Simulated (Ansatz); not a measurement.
A geometry of HfO2 away from equilibrium: the start of the relaxation of a generated cell, HfO2 built in the cotunnite structure type. The numbers are results of r2SCAN (plane waves to 500 eV, PAW, scalar-relativistic; Ansatz, a quantum-chemistry and plane-wave program), not measurements. Γ-centred k-mesh 4×6×3 on the run's cell (coarser than for final values), Fermi–Dirac smearing 0.05 eV.

```xyz
12
Lattice="5.6354 0.0000 0.0000 0.0000 3.3531 0.0000 0.0000 0.0000 6.6890" Properties=species:S:1:pos:R:3:forces:R:3 pbc="T T T" free_energy=-67503.472 pressure_GPa=-12.3
Hf     4.1572     0.8383     3.9860    1.0941    0.0000    0.3721
Hf     1.3395     0.8383     6.0475    1.0941    0.0000   -0.3721
Hf     1.4782     2.5148     2.7030   -1.0941    0.0000   -0.3721
Hf     4.2958     2.5148     0.6415   -1.0941    0.0000    0.3721
O      3.5221     0.8383     6.1653    1.3504    0.0000   -0.3441
O      0.7044     0.8383     3.8683    1.3504    0.0000    0.3441
O      2.1133     2.5148     0.5237   -1.3504    0.0000    0.3441
O      4.9309     2.5148     2.8208   -1.3504    0.0000   -0.3441
O      2.9315     0.8383     2.2542   -0.1637    0.0000    1.2367
O      0.1138     0.8383     1.0903   -0.1637    0.0000   -1.2367
O      2.7038     2.5148     4.4348    0.1637    0.0000   -1.2367
O      5.5215     2.5148     5.5987    0.1637    0.0000    1.2367
```

Positions in Å, forces in eV/Å, free energy of the cell in eV (comparable only within this code, potentials and settings). Largest force: 1.39 eV/Å, on O5, O6, O7, O8 (atoms numbered as listed); the geometry lies 0.07 eV/atom above the end of its relaxation.

No spin polarisation in the result.

The run could not lose the symmetry of its start.

The first start was generated by placing the elements on the sites of a structure type. Materials Project lists a structure of HfO2 in the same space group, Pnma (No. 62); the sites were not compared with it, nor with measured phases. Known forms of HfO2 include space group No. 14, 29, 137, 225.
